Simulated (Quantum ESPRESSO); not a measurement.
## ReAg2TaScRu3 (input and log of a self-consistent run)

Computed values, not a measurement. The program is pw.x of Quantum ESPRESSO 7.5 (plane-wave density functional theory). The cell is made up: eight metal atoms on a hexagonal close-packed lattice, with elements, volume, strain and displacements drawn at random and not relaxed, so it may be unstable or far from any real phase. PseudoDojo standard norm-conserving files set the functional (PBE unless stated); there is no spin polarisation or spin-orbit coupling, the Fermi-Dirac width of 0.25 eV means electrons at about 2900 K, and the masses in the input are unused placeholders. Heavy elements are run without spin-orbit coupling, which real alloys of them have. A spin test at this wide smearing found no moment, but such smearing suppresses magnetism that the real alloy may have.

Input:

```
&control calculation='scf', pseudo_dir='./dojo.nc.sr.pbe.v0_5.standard.upf', outdir='./o', disk_io='minimal', tprnfor=.true., tstress=.true. /
&system ibrav=0, nat=8, ntyp=5, nbnd=79, ecutwfc=84.00895049, nosym=.true., tot_charge=0,
 occupations='smearing', smearing='fd', degauss=0.0183746611
/
&electrons conv_thr=1.470e-08, electron_maxstep=70, mixing_beta=0.5 /
ATOMIC_SPECIES
Ag 1.0 Ag.upf
Re 1.0 Re.upf
Ru 1.0 Ru.upf
Sc 1.0 Sc.upf
Ta 1.0 Ta.upf
CELL_PARAMETERS angstrom
-2.885 0.0471 -0.014
-0.1048 5.0411 -4.7527
0.0582 -5.0973 -4.8111
ATOMIC_POSITIONS angstrom
Re 0.0709 -0.1822 0.0165
Ag -0.1163 1.7259 -2.4156
Ta 0.1223 0.0907 -4.8761
Ag -0.1671 1.6729 -7.115
Sc -1.6685 -0.9338 -2.4098
Ru -1.4172 -2.6359 -5.027
Ru -1.3118 -0.9162 -7.103
Ru -1.6724 2.4879 -4.6006
K_POINTS automatic
8 4 4 1 1 1
```

The log is shortened where brackets say so; the opening notice, blank lines, dates and the lines on written files are dropped, and the path of the files is cut. It prints rydbergs, bohrs and kilobars, and counts compression as positive stress. Its total energy is the free energy E - TS of the whole cell.

```
     Program PWSCF v.7.5
     Parallel version (MPI & OpenMP), running on       4 processor cores
     Number of MPI processes:                 4
     Threads/MPI process:                     1
     [start-up lines left out]
     bravais-lattice index     =            0
     lattice parameter (alat)  =       5.4527  a.u.
     unit-cell volume          =     943.5674 (a.u.)^3
     number of atoms/cell      =            8
     number of atomic types    =            5
     number of electrons       =       125.00
     number of Kohn-Sham states=           79
     kinetic-energy cutoff     =      84.0090  Ry
     charge density cutoff     =     336.0358  Ry
     scf convergence threshold =      1.5E-08
     mixing beta               =       0.5000
     number of iterations used =            8  plain     mixing
     Exchange-correlation= PBE
                           (   1   4   3   4   0   0   0)
     [axes and pseudopotential details left out]
   Cartesian axes
     site n.     atom                  positions (alat units)
         1        Re     tau(   1) = (   0.0245718  -0.0631451   0.0057184  )
         2        Ag     tau(   2) = (  -0.0403061   0.5981455  -0.8371749  )
         3        Ta     tau(   3) = (   0.0423855   0.0314339  -1.6899109  )
         4        Ag     tau(   4) = (  -0.0579119   0.5797773  -2.4658469  )
         5        Sc     tau(   5) = (  -0.5782524  -0.3236272  -0.8351648  )
         6        Ru     tau(   6) = (  -0.4911593  -0.9135244  -1.7422083  )
         7        Ru     tau(   7) = (  -0.4546308  -0.3175276  -2.4616880  )
         8        Ru     tau(   8) = (  -0.5796040   0.8622320  -1.5944308  )
     number of k points=    64  Fermi-Dirac smearing, width (Ry)=  0.0184
                       cart. coord. in units 2pi/alat
        k(    1) = (  -0.0621538  -0.0005666  -0.0751193), wk =   0.0312500
        k(    2) = (  -0.0629446  -0.0712980  -0.1501254), wk =   0.0312500
     [further k points left out]
     Dense  grid:    98087 G-vectors     FFT dimensions: (  32,  80,  80)
     Estimated max dynamical RAM per process >     428.61 MB
     Estimated total dynamical RAM >       1.60 GB
     Initial potential from superposition of free atoms
     starting charge     124.9929, renormalised to     125.0000
     Starting wfcs are   80 randomized atomic wfcs
     total cpu time spent up to now is        7.9 secs
     per-process dynamical memory:   337.2 Mb
     Self-consistent Calculation
     iteration #  1     ecut=    84.01 Ry     beta= 0.50
     Davidson diagonalization with overlap
     ethr =  1.00E-02,  avg # of iterations =  4.6
     total cpu time spent up to now is       30.6 secs
     total energy              =   -1624.26292188 Ry
     estimated scf accuracy    <       4.51417818 Ry
     iteration #  2     ecut=    84.01 Ry     beta= 0.50
     Davidson diagonalization with overlap
     ethr =  3.61E-03,  avg # of iterations =  3.6
     total cpu time spent up to now is       52.8 secs
     total energy              =   -1624.54545488 Ry
     estimated scf accuracy    <      39.99121266 Ry
     iteration #  3     ecut=    84.01 Ry     beta= 0.50
     Davidson diagonalization with overlap
     ethr =  3.61E-03,  avg # of iterations =  3.4
     total cpu time spent up to now is       73.1 secs
     total energy              =   -1626.50954192 Ry
     estimated scf accuracy    <       5.73037154 Ry
     iteration #  4     ecut=    84.01 Ry     beta= 0.50
     Davidson diagonalization with overlap
     ethr =  3.61E-03,  avg # of iterations =  1.8
     total cpu time spent up to now is       89.8 secs
     total energy              =   -1626.81091628 Ry
     estimated scf accuracy    <       2.50456851 Ry
     iteration #  5     ecut=    84.01 Ry     beta= 0.50
     Davidson diagonalization with overlap
     ethr =  2.00E-03,  avg # of iterations =  4.1
     total cpu time spent up to now is      107.6 secs
     total energy              =   -1626.88693859 Ry
     estimated scf accuracy    <       0.91025287 Ry
     [iterations 6 to 15 left out]
     iteration # 16     ecut=    84.01 Ry     beta= 0.50
     Davidson diagonalization with overlap
     ethr =  1.37E-08,  avg # of iterations =  1.0
     total cpu time spent up to now is      299.8 secs
     total energy              =   -1626.96067730 Ry
     estimated scf accuracy    <       0.00000016 Ry
     iteration # 17     ecut=    84.01 Ry     beta= 0.50
     Davidson diagonalization with overlap
     ethr =  1.30E-10,  avg # of iterations =  3.5
     total cpu time spent up to now is      320.1 secs
     total energy              =   -1626.96067734 Ry
     estimated scf accuracy    <       0.00000009 Ry
     iteration # 18     ecut=    84.01 Ry     beta= 0.50
     Davidson diagonalization with overlap
     ethr =  7.32E-11,  avg # of iterations =  1.5
     total cpu time spent up to now is      336.4 secs
     total energy              =   -1626.96067735 Ry
     estimated scf accuracy    <       0.00000005 Ry
     iteration # 19     ecut=    84.01 Ry     beta= 0.50
     Davidson diagonalization with overlap
     ethr =  4.01E-11,  avg # of iterations =  1.0
     total cpu time spent up to now is      352.0 secs
     total energy              =   -1626.96067735 Ry
     estimated scf accuracy    <       0.00000005 Ry
     iteration # 20     ecut=    84.01 Ry     beta= 0.50
     Davidson diagonalization with overlap
     ethr =  3.98E-11,  avg # of iterations =  1.0
     total cpu time spent up to now is      367.5 secs
     End of self-consistent calculation
     [lines on levels left out]
!    total energy              =   -1626.96067734 Ry
     estimated scf accuracy    <       0.00000001 Ry
     smearing contrib. (-TS)   =      -0.14187669 Ry
     internal energy E=F+TS    =   -1626.81880066 Ry
     The total energy is F=E-TS. E is the sum of the following terms:
     one-electron contribution =    -541.40864851 Ry
     hartree contribution      =     335.64415886 Ry
     xc contribution           =    -274.86863129 Ry
     ewald contribution        =   -1146.18567971 Ry
     convergence has been achieved in  20 iterations
     Forces acting on atoms (cartesian axes, Ry/au):
     atom    1 type  2   force =    -0.00753895    0.02887520    0.04314909
     atom    2 type  1   force =    -0.00138257   -0.03221740    0.01592020
     atom    3 type  5   force =    -0.01581245   -0.03717648   -0.04886905
     atom    4 type  1   force =    -0.00463185   -0.02205121   -0.03236672
     atom    5 type  4   force =     0.03089502    0.01224478    0.02441779
     atom    6 type  3   force =    -0.00454032    0.00645664    0.05110889
     atom    7 type  3   force =    -0.01883984    0.00780763   -0.01437136
     atom    8 type  3   force =     0.02185097    0.03606083   -0.03898884
     Total force =     0.133854     Total SCF correction =     0.000656
     Computing stress (Cartesian axis) and pressure
          total   stress  (Ry/bohr**3)                   (kbar)     P=      -92.97
  -0.00050471   0.00002317  -0.00003615          -74.25        3.41       -5.32
   0.00002317  -0.00084361  -0.00008381            3.41     -124.10      -12.33
  -0.00003615  -0.00008381  -0.00054767           -5.32      -12.33      -80.57
     init_run     :      7.47s CPU      7.76s WALL (       1 calls)
     electrons    :    352.38s CPU    359.69s WALL (       1 calls)
     forces       :      2.47s CPU      2.48s WALL (       1 calls)
     stress       :      8.43s CPU      8.61s WALL (       1 calls)
     [timing details left out]
     PWSCF        :   6m10.90s CPU   6m18.71s WALL
     JOB DONE.
```

In other units: free energy -22135.928 eV for the cell, pressure -9.30 GPa, largest force component 1.314 eV/Å in size. The run took 380 s of wall time with four MPI processes on a shared machine (Intel Xeon, 2023 or later, virtual cores), so the time is rough. A rerun of this cell at a higher cutoff and on a denser mesh moved values by no more than 0.003 eV in energy, 0.03 GPa in stress and 0.006 eV/Å in force, and a second program with other atomic files agreed on that cell to 2 % rms in force and 0.5 GPa in pressure.